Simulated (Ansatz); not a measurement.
# What DFT gives for ZrGeS

```
Ge Zr S
1.0
     3.58445    0.00000    0.00000
     0.00000    3.58445    0.00000
     0.00000    0.00000    8.00429
Ge Zr S
2 2 2
Direct
  0.00000 0.00000 0.00000
  0.50000 0.50000 0.00000
  0.00000 0.50000 0.26800
  0.50000 0.00000 0.73200
  0.00000 0.50000 0.61800
  0.50000 0.00000 0.38200
```

The numbers come from plane-wave PAW DFT (Ansatz): r2SCAN, no spin polarisation, 500 eV, 9×9×4 Γ-centred k points, fermi-dirac occupations (width 0.1 eV). Nothing was relaxed.

At the Fermi level: It is a metal on this mesh, though the bands barely overlap, with about 0.19 states/eV a cell as the mean within 0.25 eV of the Fermi level, mostly Zr d (66 %) and Ge p (20 %).
Contacts: Ge–Ge at 2.53 Å: least valence density 0.40 e/Å³ and ELF 0.57 there. Zr–S at 2.69 Å: least valence density 0.32 e/Å³ and ELF 0.23 there. Ge–Zr at 2.80 Å: least valence density 0.31 e/Å³ and ELF 0.33 there. Both are smooth PAW fields, read partly inside the augmentation spheres.
Charges: Bader charges in e: Zr +1.81, Ge -0.61, S -1.20. In the mean Zr gives up most and S takes most.
Forces: The largest is on Zr3 (and as large on other atoms): 1.05 eV/Å, components (0.00, 0.00, 1.05). It makes 70° with the line to a nearest neighbour, S6 at 2.69 Å.
Formation energy: -1.29 eV an atom against the elements' usual phases (free molecules for gases, crystals otherwise, with no correction for O₂ or N₂), so it is bound against them; other compounds may still compete. Relaxing would lower it.
Stress: The pressure is 5.9 GPa (compression positive), so with the atoms held at these fractions the cell would first expand; the forces are large, so a full relaxation may end otherwise. The principal stresses 5.5, 5.5, 6.6 GPa differ, so its shape would change too.

Origin: a known structure type with other elements, at an estimated volume, so it need not be a known compound.
